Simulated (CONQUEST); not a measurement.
Worked example: self-consistent single point of HgTe (P3_121, 12 atoms in the cell; from Materials Project mp-358) in CONQUEST.

Method: BLYP, numerical atomic orbitals double-zeta with polarisation (the shipped basis), PseudoDojo norm-conserving potentials made for PBE run with CONQUEST 1.3.

```xyz
12
Lattice="4.6554 0.0000 0.0000 0.0000 8.0635 0.0000 0.0000 0.0000 10.4232" Properties=species:S:1:pos:R:3 pbc="T T T"
Hg     0.7359     1.2746     0.0000
Hg     3.1837     0.0000     3.4744
Hg     3.0636     2.7571     6.9488
Hg     3.0636     5.3063     0.0000
Hg     0.8559     4.0317     3.4744
Hg     0.7359     6.7889     6.9488
Te     1.1303     1.9577     5.2116
Te     2.3949     0.0000     8.6860
Te     3.4580     2.0740     1.7372
Te     3.4580     5.9894     5.2116
Te     0.0672     4.0317     8.6860
Te     1.1303     6.1058     1.7372
```

Reference input (self-consistent single point, DFT, LDA (PW92), numerical atomic orbitals double-zeta with polarisation (the shipped basis), PseudoDojo norm-conserving potentials made for LDA): basis = DZP; Diag.MPMeshX, Y, Z = 3 2 2; potentials = PseudoDojo norm-conserving LDA; Grid.GridCutoff = 140 Ha; DM.SolutionMethod = diagon; Diag.SmearingType = 1; Diag.kT = 0.001837 Ha; Diag.GammaCentred = true; Diag.MPOrder = 0; minE.SCTolerance = 1.0e-06; SC.MaxIters = 100; SC.LinearMixingFactor = 0.3. This run's input differs from it in these lines:

```diff
@@ -1,2 +1,2 @@
-# files in the folder: Hg.ion Te.ion (PseudoDojo LDA potentials, DZP orbitals)
+# files in the folder: Hg.ion Te.ion (PseudoDojo PBE potentials, DZP orbitals)
 # file: Conquest_input
@@ -13,2 +13,4 @@
 %endblock
+General.DifferentFunctional    T
+General.FunctionalType         -106131
```

Output, abridged:

```
    new_SC_potl: Starting.  Tolerance:  0.10000E-05

    PulayMixSC: Starting Pulay mixing, A_up =  0.300 A_dn =  0.300
    PulayMixSC: Spin non-polarised calculation.
    PulayMixSC: with Kerker preconditioning, q0 =  0.100
          Harris-Foulkes Energy            :    -44260.183254147123080 eV
          (TS=0 as O(N) or entropic contribution is negligible)
          DFT Total Energy                 :    -44254.736526225111447 eV
          Total number of electrons        :       216.000000000012989
    PulayMixSC: Pulay iteration     1 residual:              0.75362E-03
   [... lines left out ...]
          (TS=0 as O(N) or entropic contribution is negligible)
          DFT Total Energy                 :    -44257.898922571650473 eV
          Total number of electrons        :       216.000214373496959
    PulayMixSC: Pulay iteration     6 residual:              0.22768E-05
          Harris-Foulkes Energy            :    -44257.898931439864100 eV
          (TS=0 as O(N) or entropic contribution is negligible)
          DFT Total Energy                 :    -44257.898929940347443 eV
          Total number of electrons        :       216.000213933359959
    PulayMixSC: Pulay iteration     7 residual:              0.89643E-06
    PulayMixSC: Reached SCF tolerance of  0.89643E-06 after      7 iterations
      | Number of electrons      =       216.000214
      |* band energy as 2Tr[K.H] =     -7320.554030807174058 eV
      |  screened ion-ion energy =    -34314.960661422141129 eV
      |  Ha correction           =       158.783668833788511 eV
      |  XC correction           =     -2781.165909783369898 eV
      |* Harris-Foulkes energy   =    -44257.898931439864100 eV
      |* DFT total energy        =    -44257.898929940347443 eV
      |  estimated accuracy      =        -0.000001499518366 eV

    force: Forces on atoms (eV/a0)
    force:  Atom   X              Y              Z
    force:     1  -0.0015629519   0.0043365420  -0.0031285314
    force:     2  -0.0076302443  -0.0000155932   0.0000173876
   [... lines left out ...]
    force: Maximum force :        0.35905654(eV/a0) on atom         8 in x direction
   [... lines left out ...]
    force: Force Residual:        0.24386132 eV/a0
    force: Total stress:         -5.86252012    -0.00003221    -0.00002852 GPa
                            -0.00003221    -5.32439183     0.03874673
                            -0.00002852     0.03874673    -5.86584576
    force: Average pressure:      5.68425257 GPa

    force: Finished force
    get_E_and_F: Change in energy during last step of electronic optimisation: -0.12154E-06
```

The run converged in 7 iterations. CONQUEST prints the stress tensor with tension positive. Against the reference run the pressure goes from -1.98 to 5.68 GPa and the largest force goes from 0.254 to 0.679 eV/Å.

Spin-orbit coupling is left out, which matters for bands and gaps with elements this heavy. The program uses no crystal symmetry, so grid and mesh can part values that symmetry would make equal. The atom-centred basis is finite, which shifts total energies, pressures and forces against plane waves. The potentials were made for another functional than the one used. The structure comes from a collection of computed structures, made at another level of theory; the collection holds predicted forms beside known ones.

Cost on one core: around 80 core-seconds (rough).
